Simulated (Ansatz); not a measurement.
A scan (energy against volume; even scaling of the relaxed cell, symmetry kept) gave these values. Calculation: PBEsol (plane waves to 420 eV, PAW, scalar-relativistic; Ansatz, a quantum-chemistry and plane-wave program).

| Item | Value |
|---|---|
| Bulk modulus B₀ (third-order Birch-Murnaghan fit) | 104 GPa |
| Pressure derivative B₀′ (fit) | 4.2 |
| Equilibrium volume of the fit | 19.70 Å³/atom |

**Question.** Of these crystals, all scanned alike, which one is it?
A) MgSe (rock salt)
B) Ta (bcc, W type)
C) Lu₃InN (anti-perovskite)
D) TaN (rock salt)

**Answer.** C, Lu₃InN (anti-perovskite). The others have, for the bulk modulus: MgSe 64.7 GPa, TaN 356 GPa, Ta 207 GPa

All were relaxed with their symmetry unable to fall. Lu3InN is run without spin polarisation. Spin-orbit coupling is left out. Ta is run without spin polarisation. TaN is run without spin polarisation. This is a high-temperature form of TaN.

(A scan under strain: stresses follow from slopes of the energy per volume, elastic moduli from its curvatures.)
